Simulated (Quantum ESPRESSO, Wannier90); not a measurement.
**Au (bcc (W type), model phase): Wannier90 run**

```
begin unit_cell_cart
ang
   -1.6572700000    1.6572700000    1.6572700000
    1.6572700000   -1.6572700000    1.6572700000
    1.6572700000    1.6572700000   -1.6572700000
end unit_cell_cart
begin atoms_frac
Au   0.0000000000  0.0000000000  0.0000000000
end atoms_frac
```

Structure: Materials Project mp-2647062, symmetrised, not relaxed again. This isn't the element's usual structure (fcc); take it as a model of another phase. Computed values, not measurements, from PBEsol: Quantum ESPRESSO (norm-conserving PseudoDojo potentials, cutoff 61 Ry, spinors with spin-orbit coupling) on a Γ-centred 10×10×10 mesh, then Wannier90. Density: 18×18×18 mesh, cold smearing 0.01 Ry.

A tight-binding model is made by disentanglement and projection with no localisation steps (num_iter = 0), so the 18 orbitals stay atom-like: hydrogen-like Au: s;p;d, axes along x, y, z; frozen window up to 3.00 eV relative to the Fermi level. It follows pw.x to 0.9 meV rms for states up to 1.0 eV relative to the Fermi level. Matrix elements depend on this choice of orbitals and windows.

The 20 largest hoppings ⟨m,0|H|n,R⟩ between different sites (one of each Hermitian pair; signs follow the real orbitals' lobes; the list may end inside a set of equal values):

```csv
m,n,R,distance of the centres (Å),t (eV),Im t (eV)
Au1 px↑,Au1 px↑,0 1 1,3.31,1.845,0.000
Au1 px↓,Au1 px↓,0 1 1,3.31,1.845,0.000
Au1 py↑,Au1 py↑,1 0 1,3.31,1.845,0.000
Au1 py↓,Au1 py↓,1 0 1,3.31,1.845,0.000
Au1 pz↑,Au1 pz↑,1 1 0,3.31,1.845,0.000
Au1 pz↓,Au1 pz↓,1 1 0,3.31,1.845,0.000
Au1 px↑,Au1 py↑,0 0 1,2.87,1.172,-0.007
Au1 px↓,Au1 py↓,0 0 1,2.87,1.172,0.007
Au1 py↑,Au1 px↑,0 0 1,2.87,1.172,0.007
Au1 py↓,Au1 px↓,0 0 1,2.87,1.172,-0.007
Au1 px↑,Au1 py↑,0 1 0,2.87,-1.172,-0.007
Au1 px↓,Au1 py↓,0 1 0,2.87,-1.172,0.007
Au1 py↑,Au1 px↑,0 1 0,2.87,-1.172,0.007
Au1 py↓,Au1 px↓,0 1 0,2.87,-1.172,-0.007
Au1 px↑,Au1 py↑,1 0 0,2.87,-1.172,-0.007
Au1 px↓,Au1 py↓,1 0 0,2.87,-1.172,0.007
Au1 py↑,Au1 px↑,1 0 0,2.87,-1.172,0.007
Au1 py↓,Au1 px↓,1 0 0,2.87,-1.172,-0.007
Au1 px↑,Au1 py↑,1 1 1,2.87,1.172,-0.007
Au1 px↓,Au1 py↓,1 1 1,2.87,1.172,0.007
```
